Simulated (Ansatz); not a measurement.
PbS (NiAs type, space group No. 194), a = b = 4.123 Å, c = 7.333 Å, α = β = 90.00°, γ = 120.00°.

Relaxed with r²SCAN. r²SCAN (plane waves, PAW; program Ansatz) gives a gap of 0.24 eV.

Problem. What gap does HSE06 give on the same cell (Ansatz, PAW)?

Solution. 0.32 eV, 0.08 eV more. The hybrid was solved on a coarser mesh and at special points; its gap is the smallest among all of these.

| k | v1 r²SCAN | c1 r²SCAN | v1 HSE06 | c1 HSE06 |
|---|---|---|---|---|
| Γ | 0.00 | 0.24 | 0.00 | 0.32 |
| A | -1.83 | 2.62 | ? | ? |
| K | -0.30 | 2.81 | -0.35 | 3.12 |
| H | -2.42 | 0.53 | ? | ? |
| M | -1.23 | 0.24 | ? | ? |
| L | -3.00 | 2.63 | ? | ? |

Problem. Top valence (v1) and lowest conduction level (c1) in eV from each method's valence maximum (which need not be a listed point): supply the withheld HSE06 values.

Solution. 
- M, v1 HSE06: -1.36
- M, c1 HSE06: 0.36
- L, v1 HSE06: -3.31
- L, c1 HSE06: 2.86
- A, v1 HSE06: -1.99
- A, c1 HSE06: 2.84
- H, v1 HSE06: -2.63
- H, c1 HSE06: 0.70

Cost on shared cores: the r²SCAN run (SCF on a 8×8×4 mesh, then bands and DOS) roughly 60 core-seconds, the HSE06 run (SCF on 6×6×3, then a few points) about 5 core-minutes (a rough figure); the tasks are unlike.

Space group P6_3/mmc (NiAs type). The start of the workflow was typed in or built on a structure type; neither database checked (COD, Materials Project) lists it. It is not the phase usual at ambient conditions (space group No. 225). Symmetry was held in the r²SCAN relaxation; whether a distortion lowers the energy is not shown. Scalar-relativistic: spin–orbit coupling is off unless named, which matters more the heavier the elements.

Potentials: the later of the program's two PAW sets.
